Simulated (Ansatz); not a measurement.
Hf$_{2}$InC in space group P6_3/mmc (No. 194; Hf on 4f, In on 2d, C on 2a), PBE in the plane-wave PAW code Ansatz, all energies at zero smearing, with the estimated change up to a 700 eV cutoff added, with one set of potentials and settings (totals compare only within such a set). Cell of 8 atoms (4 Hf, 2 In, 2 C): -74588.651 eV.

```tsv
element	reference phase	E (eV/atom)
Hf	P6_3/mmc, 2 atoms in the cell	-15721.3637
In	I4/mmm, 1 atoms in the cell	-5597.8481
C	P6_3/mmc, 4 atoms in the cell	-250.9479
```

Formation energy per atom, worked out: (-74588.651 − 4×(-15721.3637) − 2×(-5597.8481) − 2×(-250.9479))/8 = -0.701 eV/atom (-68 kJ per mol of atoms), at 0 K, without zero-point energy or fitted corrections.

The first step of the workflow began from a Materials Project structure, measured or hypothetical; the Crystallography Open Database copy checked does not list it. Whether it is the stable phase at ambient conditions was not checked. The PBE relaxation kept the symmetry of its start; whether a distortion lowers the energy is not shown. The run is not spin-polarised. The references are the lowest solids computed at this level, not always the standard phases. Scalar-relativistic: spin–orbit coupling is off unless named, which matters more the heavier the elements.

Potentials: the later of the program's two PAW sets.
